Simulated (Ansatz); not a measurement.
Input:

C in space group Im-3m (No. 229; C on 12d), a = b = c = 4.3679 Å, α = β = γ = 90.00°; the cell used has 6 atoms.

This is the r²SCAN-relaxed structure.

Question: All from r²SCAN in the plane-wave PAW code Ansatz, unless another level is named. Predict the smallest direct gap on the standard path.

Answer: 3.35 eV.

Question: Predict the HSE06 gap on the r²SCAN cell.

Answer: 3.64 eV.

Question: Predict the electron effective mass.

Answer: 0.39, 0.39, 0.56 mₑ (principal values).

Question: And the valence-band maximum?

Answer: at H.

Question: Give the conduction-band minimum.

Answer: on the Γ–H line, 56 % of the way from Γ (6 equivalent valleys).

The start of the workflow was typed in or built on a structure type; neither database checked (COD, Materials Project) lists it. It is not the phase usual at ambient conditions (space group No. 194, 227). The r²SCAN relaxation kept the symmetry of its start; whether a distortion lowers the energy is not shown.

Potentials: the later of the program's two PAW sets.
